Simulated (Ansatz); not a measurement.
**Symmetry broken, then relaxed in W**

Theory: DFT r2SCAN, scalar-relativistic, plane waves, PAW (Ansatz 0.2.0). Settings: plane waves to 500 eV, k-mesh 10×10×10 (Γ-centred), Gaussian smearing 0.15 eV. Spin–orbit coupling is left out, which can shift energies with elements as heavy as these. No spin polarisation. Energies are free energies at this smearing, counted from the undisturbed cell; pressure is positive in compression.

The starting cell (relaxed at this level):

```xyz
2
Lattice="0.0000 -3.1684 0.0000 -3.1684 0.0000 0.0000 0.0000 0.0000 -3.1684" Properties=species:S:1:pos:R:3 pbc="T T T"
W    -1.5842   -1.5842   -1.5842
W     0.0000    0.0000    0.0000
```

The atoms are displaced (Å, in the unstrained cell):

```
atom ux uy uz
  W1  -0.420   0.096  -0.070
  W2   0.420  -0.096   0.070
```

Cell and atoms are then relaxed.

Question: Does the relaxation return to the undisturbed structure?

Answer: Yes (up to a choice of domain or origin): same space group and volume, and an energy 0.0 meV/atom from it. The disturbance itself cost 2115.7 meV/atom. The final space group reads Im-3m (tolerance 0.05 Å) and the volume changes by 0.02 %.

Final structure:

```
W
1.0
     0.00000   -3.16859   -0.00001
    -3.16868    0.00000   -0.00006
    -0.00006   -0.00001   -3.16847
W
2
Direct
  0.50001 0.50000 0.50000
  0.99999 0.00000 0.00000
```

The relaxation, step by step (energy from the first step; small jumps at an unchanged geometry come where the plane waves are selected anew for the new cell):

```
step  ΔE (meV/atom) largest force component (eV/Å) pressure (GPa)
   1            0.0                           7.705           62.92
   2        -1571.4                           3.075           -2.76
   3        -2081.9                           1.074            0.24
   4        -1977.2                           1.948           10.10
   5        -2115.3                           0.063            0.14
   6        -2115.7                           0.000            0.01
   7        -2115.7                           0.000            0.00
```

Frames along the relaxation (Å, eV/Å):

```xyz
2
Lattice="0.000 -3.168 0.000 -3.168 0.000 0.000 0.000 0.000 -3.168" Properties=species:S:1:pos:R:3:forces:R:3 pbc="T T T" step=1
W    -2.004   -1.488   -1.654    7.705   -6.049    4.711
W     0.420   -0.096    0.070   -7.705    6.049   -4.711
2
Lattice="0.011 -3.299 0.006 -3.145 0.011 -0.010 -0.010 0.006 -3.298" Properties=species:S:1:pos:R:3:forces:R:3 pbc="T T T" step=2
W    -1.813   -1.607   -1.673    3.075   -0.505    0.302
W     0.241   -0.034    0.022   -3.075    0.505   -0.302
2
Lattice="-0.003 -3.196 0.003 -3.129 -0.003 -0.001 -0.001 0.003 -3.190" Properties=species:S:1:pos:R:3:forces:R:3 pbc="T T T" step=3
W    -1.614   -1.587   -1.599    1.074   -0.216    0.103
W     0.048   -0.011    0.005   -1.074    0.216   -0.103
2
Lattice="-0.009 -3.074 0.001 -3.283 -0.009 0.004 0.004 0.001 -3.093" Properties=species:S:1:pos:R:3:forces:R:3 pbc="T T T" step=4
W    -1.561   -1.549   -1.535   -1.948    0.202   -0.184
W    -0.083    0.009   -0.009    1.948   -0.202    0.184
2
Lattice="0.000 -3.162 -0.001 -3.177 0.000 0.001 0.001 -0.001 -3.165" Properties=species:S:1:pos:R:3:forces:R:3 pbc="T T T" step=5
W    -1.585   -1.580   -1.584   -0.063   -0.044    0.022
W    -0.003   -0.002    0.001    0.063    0.044   -0.022
2
Lattice="0.000 -3.169 0.000 -3.169 0.000 0.000 0.000 0.000 -3.168" Properties=species:S:1:pos:R:3:forces:R:3 pbc="T T T" step=6
W    -1.584   -1.584   -1.584    0.000    0.000    0.000
W     0.000    0.000    0.000    0.000    0.000    0.000
2
Lattice="0.000 -3.169 0.000 -3.169 0.000 0.000 0.000 0.000 -3.168" Properties=species:S:1:pos:R:3:forces:R:3 pbc="T T T" step=7
W    -1.584   -1.584   -1.584    0.000    0.000    0.000
W     0.000    0.000    0.000    0.000    0.000    0.000
```